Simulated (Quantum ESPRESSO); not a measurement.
pw.x input (Quantum ESPRESSO 7.5; LDA, PseudoDojo standard norm-conserving files, scalar-relativistic):

```
&CONTROL
  calculation = 'scf'
  pseudo_dir = './pseudo'
  outdir = './out'
  tprnfor = .true.
  tstress = .true.
/
&SYSTEM
  ibrav = 0
  nat = 4
  ntyp = 1
  ecutwfc = 82.0
  ecutrho = 328.0
  occupations = 'smearing'
  smearing = 'fd'
  degauss = 0.002
  nbnd = 12
/
&ELECTRONS
  conv_thr = 4e-10
/
ATOMIC_SPECIES
C 12.0110 C.upf
CELL_PARAMETERS angstrom
  2.467290079000   0.000000000000   0.000000000000
 -1.233645039000   2.136735887000   0.000000000000
  0.000000000000   0.000000000000   7.803070000000
ATOMIC_POSITIONS crystal
C   0.000000000000   0.000000000000   0.250000000000
C   0.000000000000   0.000000000000   0.750000000000
C   0.333333333000   0.666666667000   0.250000000000
C   0.666666667000   0.333333333000   0.750000000000
K_POINTS automatic
12 12 4 0 0 0
```

End of the output:

```
     total energy              =     -48.24889690 Ry
     estimated scf accuracy    <          7.3E-09 Ry
[...]
     the Fermi energy is     5.1538 ev
!    total energy              =     -48.24889690 Ry
     estimated scf accuracy    <          3.8E-12 Ry
     smearing contrib. (-TS)   =      -0.00009664 Ry
     internal energy E=F+TS    =     -48.24880026 Ry
     The total energy is F=E-TS. E is the sum of the following terms:
     one-electron contribution =     -23.50038564 Ry
     hartree contribution      =      18.83205067 Ry
     xc contribution           =     -17.06835144 Ry
     ewald contribution        =     -26.51211385 Ry
     convergence has been achieved in   8 iterations
     Forces acting on atoms (cartesian axes, Ry/au):
     atom    1 type  1   force =    -0.00000000   -0.00000000    0.00000000
     atom    2 type  1   force =     0.00000000    0.00000000    0.00000000
     atom    3 type  1   force =    -0.00000000    0.00000000    0.00000000
     atom    4 type  1   force =     0.00000000    0.00000000    0.00000000
     Total force =     0.000000     Total SCF correction =     0.000000
     Computing stress (Cartesian axis) and pressure
          total   stress  (Ry/bohr**3)                   (kbar)     P=      -58.64
  -0.00054697   0.00000000   0.00000000          -80.46        0.00        0.00
   0.00000000  -0.00054697   0.00000000            0.00      -80.46        0.00
   0.00000000   0.00000000  -0.00010196            0.00        0.00      -15.00
```

Geometry of the Materials Project entry, not relaxed at this level.
